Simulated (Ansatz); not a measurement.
This run works on a generated trial structure, not on a known crystal.

Input and command of a plane-wave DFT calculation in Ansatz:

```yaml
crystal:
  lattice:
    - [-0.0147539058, -0.0197728504, 2.7875440297]
    - [3.6207940712, -5.7044338616, 0.0222565583]
    - [3.664274472, 5.7309161118, -0.0593385724]
  atoms:
    - { symbol: Ta, position: [0.4568121725, 0.7097055391, 0.308630951] }
    - { symbol: Ta, position: [0.4858848345, 0.2588294047, 0.7066794238] }
    - { symbol: Al, position: [0.0477115608, 0.3211868739, 0.0387847871] }
    - { symbol: Al, position: [-0.0233560208, 0.7089196618, 0.924474684] }
    - { symbol: Al, position: [0.0669725097, 0.9303010437, 0.6921814196] }
    - { symbol: Al, position: [-0.0146790627, 0.0990945661, 0.3374644567] }
    - { symbol: Al, position: [-0.0193459941, 0.4719629108, 0.4917842778] }
basis:
  ecutwfc: 420
kpoints:
  mp_grid: { grid: [8, 4, 4] }
hamiltonian:
  xc: pbe
scf:
  occupations: { method: gaussian, width: 0.2 }
  lower_state_search: "off"
output:
  forces: true
  stress: true
  eigenvalues: true
relax:
  adjacent_minimum: "off"
  f_tol: 0.025
  max_steps: 60
  cell: { stress_tol: 0.25 }
```

```bash
ansatz run input.yaml --threads 1 --pin off --max-ram 2560MiB --backend cpu --events-out ev --progress --plain --runs-dir out
```

Processor: Intel(R) Xeon(R) Platinum 8259CL CPU @ 2.50GHz (Skylake/Cascade Lake), 1 thread, on a host shared with other jobs.

Q: How long does it run, and how much memory does it take?

A: About 3.6 min, peak memory 0.53 GiB. It solves 28 bands at 68 k points (after reduction by symmetry) with about 2341 plane waves (on the last cell), in 70 SCF iterations over 12 ionic steps.
